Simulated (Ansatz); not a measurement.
Total density of states per atom from DFT-PBE in the program Ansatz with PAW potentials, in 0.25 eV bins, energy from the valence-band maximum:

(E (eV), states/eV/atom): (-7.85, 5.12); (-7.60, 0.43); (-7.35, 0.33); (-7.10, 0.16); (-6.85, 0.07); (-6.60, 0.02); (-6.35, 0.00); (-6.10, 0.00); (-5.85, 0.00); (-5.60, 0.00); (-5.35, 0.00); (-5.10, 0.00); (-4.85, 0.00); (-4.60, 0.00); (-4.35, 0.00); (-4.10, 0.08); (-3.85, 1.04); (-3.60, 0.62); (-3.35, 0.49); (-3.10, 0.57); (-2.85, 1.25); (-2.60, 1.23); (-2.35, 2.46); (-2.10, 3.71); (-1.85, 1.74); (-1.60, 0.30); (-1.35, 0.35); (-1.10, 0.26); (-0.85, 0.19); (-0.60, 0.08); (-0.35, 0.03); (-0.10, 0.00); (0.15, 0.00); (0.40, 0.00); (0.65, 0.00); (0.90, 0.00); (1.15, 0.00); (1.40, 0.00); (1.65, 0.00); (1.90, 0.00); (2.15, 0.00); (2.40, 0.09); (2.65, 0.27); (2.90, 0.47); (3.15, 0.50); (3.40, 0.36); (3.65, 0.32); (3.90, 0.42); (4.15, 0.49); (4.40, 0.31); (4.65, 0.43); (4.90, 0.81); (5.15, 0.82); (5.40, 1.34); (5.65, 1.21); (5.90, 1.50); (6.15, 1.24); (6.40, 1.64); (6.65, 1.47); (6.90, 0.66)

### Question
Which compound is it?
A) SrCl2, fluorite
B) CsBr, CsCl type
C) CsPbCl3, cubic perovskite
D) HfSi2, MoSi2 or CaC2 type

### Answer
C, CsPbCl3, cubic perovskite. Top 1 eV of the valence band: Cl 3p 68 %, Pb 6s 24 %, Pb 6p 6 %. Bottom 1 eV of the conduction band: Pb 6p 80 %, Cl 3p 8 %, Cl 3s 7 %. Projections are on Löwdin-orthogonalised atomic valence shells; empty p or d shells of many metals are not among them.

Space group Pm-3m (cubic perovskite). This is a known high-temperature phase of the composition, computed here at zero pressure and temperature. Symmetry was held in the PBE relaxation; phonons on a q-mesh show weakly imaginary modes. Spin–orbit coupling is left out wherever it is not named.

Potentials: the later of the program's two PAW sets.
